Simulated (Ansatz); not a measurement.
GeS$_{2}$: computed property card

GeS$_{2}$:
```yaml
crystal:
  lattice:
    - [1.72291, 0.99472, 7.13938]
    - [-1.72291, 0.99472, 7.13938]
    - [0.00000, -1.98945, 7.13938]
  atoms:
    - { symbol: Ge, position: [0.00000, 0.00000, 0.00000] }
    - { symbol: S, position: [0.26815, 0.26815, 0.26815] }
    - { symbol: S, position: [0.73185, 0.73185, 0.73185] }
```

Space group R-3m (No. 166); conventional cell a = b = 3.4458 Å, c = 21.4181 Å, α = β = 90.00°, γ = 120.00°.

Method: plane-wave PAW PBE (Ansatz code). Structure relaxed to zero pressure with the same functional. Other levels are named where they apply.

### Cell and energy

| Property | Result |
|---|---|
| Volume per atom | 24.47 Å³ |
| Density | 3.09 g/cm³ |
| Formation energy from the elements (no fitted shifts) | -204 meV/atom |

### Electronic structure

| Quantity | Value |
|---|---|
| Band gap | 0.67 eV (indirect) |
| Valence-band maximum | off the standard path, at k = (0.276, 0.417, 0.417) in fractions of the reciprocal vectors |
| Conduction-band minimum | at F (3 equivalent valleys) |
| Smallest direct gap on the standard path | 1.08 eV |
| Electron effective mass | 0.19, 0.65, 2.4 mₑ (principal values) |
| HSE06 gap on the PBE cell | 1.41 eV |

The cell is a constructed one: a structure type filled with these elements; neither database checked (COD, Materials Project) lists it. COD files the formula under space group No. 14, 43, 82, 122, 217. Whether it is the stable phase at ambient conditions was not checked. The PBE relaxation kept the symmetry of its start; whether a distortion lowers the energy is not shown. A crystal of weakly bound layers computed without a dispersion correction: the cell and the soft elastic constants depend strongly on that. The references are the lowest solids computed at this level, not always the standard phases. Spin–orbit coupling is left out wherever it is not named.

Potentials: the later of the program's two PAW sets.
